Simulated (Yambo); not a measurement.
G0W0@LDA for BeSe (zinc blende, space group F-43m, No. 216) in Yambo. Reference settings: 6×6×6 Γ-centred k mesh, bands 7 to 79 and a 10 Ry block in the screening, 79 bands in G with the Bruneval-Gonze terminator, plasmon pole fitted at 27.2 eV. The LDA gap Γ → X on this mesh is 2.41 eV; G0W0 gaps are taken between the same points.

| change from the reference | G0W0 gap Γ → X (eV) | shift of the valence edge (eV) |
|---|---|---|
| reference settings | 4.29 | -1.33 |
| 60 bands in W, 60 bands in G, 2 Ry block | 4.01 | -1.02 |
| wavefunctions cut at 20 Ry | 4.12 | -1.00 |
| 4 Ry block | 4.12 | -1.16 |
| 29 bands in W, 29 bands in G, 4 Ry block | 4.16 | -1.00 |
| exchange cut at 10 Ry | 4.01 | -0.82 |
| 44 bands in W, 44 bands in G, 4 Ry block, no terminator | 4.10 | -1.00 |
| 44 bands in W, 44 bands in G, 4 Ry block | ? | -1.10 |

Question: Estimate the withheld gaps from the other rows; the computed values follow.

Answer: 
- 44 bands in W, 44 bands in G, 4 Ry block, G0W0 gap Γ → X (eV): 4.13

The reference isn't shown to be the converged limit.

The standard potential for Se keeps a d shell in the valence without the s and p states of that shell. In tests on such compounds this moved G0W0 gaps by up to about 0.9 eV, so absolute quasiparticle energies here are unreliable; differences between settings are what counts.

Spin-orbit coupling is not included.

Geometry relaxed with LDA; primitive cell a = b = c = 3.5934 Å, α = β = γ = 60.00°.

A shift is the quasiparticle energy of the state minus its LDA energy.
